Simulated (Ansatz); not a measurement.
## Al4NiPd3: a bulk modulus from differences

The structure comes from a generated guess, relaxed at this level; another structure or a mixture of phases may lie lower.

All numbers below come from Ansatz, DFT PBE, scalar-relativistic, plane waves, PAW. Plane waves to 420 eV, a 10×10×6 mesh through Γ for the 8-atom cell and 0.10 eV Gaussian smearing; no spin polarisation.

```
CELL_PARAMETERS angstrom
4.27674 0.00000 0.00000
0.00000 4.27674 0.00000
0.00000 0.00000 6.11941
ATOMIC_POSITIONS crystal
Al 0.50000 0.00000 0.75910
Al 0.00000 0.50000 0.75910
Al 0.50000 0.00000 0.24090
Al 0.00000 0.50000 0.24090
Ni 0.50000 0.50000 0.00000
Pd 0.00000 0.00000 0.00000
Pd 0.00000 0.00000 0.50000
Pd 0.50000 0.50000 0.50000
```

The cell was set to several volumes, with shape and atoms relaxed at each where symmetry leaves them free. Pressure is positive in compression, and energies count from the lowest row. No row has a gap on its mesh.

| row | V (Å³/atom) | P (GPa) | ΔE (meV/atom) |
| --- | --- | --- | --- |
| 1 | 12.312 | 26.52 | 123.3 |
| 2 | 12.732 | ? | ? |
| 3 | 13.151 | 11.04 | 27.3 |
| 4 | 13.571 | 5.05 | 6.4 |
| 5 | 13.991 | -0.01 | 0.0 |
| 6 | 14.411 | -4.28 | 5.8 |
| 7 | 14.830 | -7.88 | 21.9 |
| 8 | 15.390 | -11.81 | 56.6 |

Question: Find B = −V·ΔP/ΔV from rows 4 and 6 and from rows 1 and 3, and from the two its slope B′ and its value B0 at zero pressure.

Answer: Rows 4 and 6 give −(13.571 + 14.411)/2 × (-4.28 − (5.05))/(14.411 − 13.571) = 155.4 GPa at a mean pressure of 0.38 GPa. Rows 1 and 3 give −(12.312 + 13.151)/2 × (11.04 − (26.52))/(13.151 − 12.312) = 234.9 GPa at a mean pressure of 18.78 GPa. So B′ = (234.9 − 155.4)/(18.78 − (0.38)) = 4.32 and B0 = 155.4 − 4.32 × (0.38) = 153.8 GPa. A third-order Birch–Murnaghan fit to all the energies gives B0 = 154.7 GPa and B′ = 4.6.

Question: Estimate the pressure and energy of row 2.

Answer: From row 5, V0 = 13.991 × (1 + (-0.01)/153.8) = 13.990 Å³/atom. Murnaghan's form P = (B0/B′)·[(V0/V)^B′ − 1] gives (153.8/4.32) × [(13.990/12.732)^4.32 − 1] = 17.89 GPa; the computed pressure is 18.12 GPa, so the estimate is off by -0.23 GPa. The work of compression from row 3, with the mean of the two pressures, gives ΔE = 27.3 + (17.89 + 11.04)/2 × (13.151 − 12.732)/160.2 × 1000 = 65.1 meV/atom (1 eV/Å³ = 160.2 GPa); the computed value is 65.2 meV/atom.

Trial moments died out on the coarse mesh, so the last step has no spin; another magnetic start might hold. All volumes keep the k mesh of the relaxed cell. A later test with randomly moved atoms came back to the same energy, though modes that don't fit the test's cell weren't probed.
